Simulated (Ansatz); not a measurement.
W3Co: changing the fixed moment of the cell

It takes space group Pm-3m (No. 221, cubic). The conventional cell has a = 3.907 Å, b = 3.907 Å, c = 3.907 Å, α = 90.00°, β = 90.00°, γ = 90.00°. Around W (site symmetry 4/mmm) lie 8 W at 2.76 Å and 4 Co at 2.76 Å. Around Co (site symmetry m-3m) lie 12 W at 2.76 Å.

The cell comes from a database or a generator and needn't be the stable form of this composition.

Kept alike: task single point; functional PBEsol; k mesh 6 × 6 × 6; occupations fermi-dirac, width 0.05 eV. Program: Ansatz, Ansatz PAW, cutoff 420 eV. The mesh is that of the run's cell of 4 atoms. No spin-orbit coupling.

| fixed moment of cell, M (μB) | pressure (GPa) | largest site moment (μB) | free energy over the lowest row (meV/atom) |
| --- | --- | --- | --- |
| 0 | -10.46 | 0.00 | 0.06 |
| 0.5 | -10.31 | 0.42 | 0.00 |
| 1 | -9.88 | 0.72 | 4.42 |
| 1.5 | -8.96 | 1.03 | 15.59 |
| 2 | -8.03 | 1.24 | 36.93 |
| 2.5 | -6.89 | 1.40 | 79.29 |
| 3 | -5.61 | 1.53 | 135.96 |
| 4 | -2.65 | 1.70 | 284.88 |

Pressure is positive in compression, with a Pulay correction for the finite cutoff. For a metal such a mesh leaves the last digits unconverged. The runs hold the magnetic state that their start led to, which needn't be the lowest. Site moments count inside each atom's sphere or projector. All rows use potentials made for PBE.

The pressure rises from -10.46 to -2.65 GPa between 0 and 4 μB. The largest site moment rises from 0.00 to 1.70 μB between 0 and 4 μB. The free energy is lowest at 0; 0.5, and 284.88 meV an atom higher at 4.
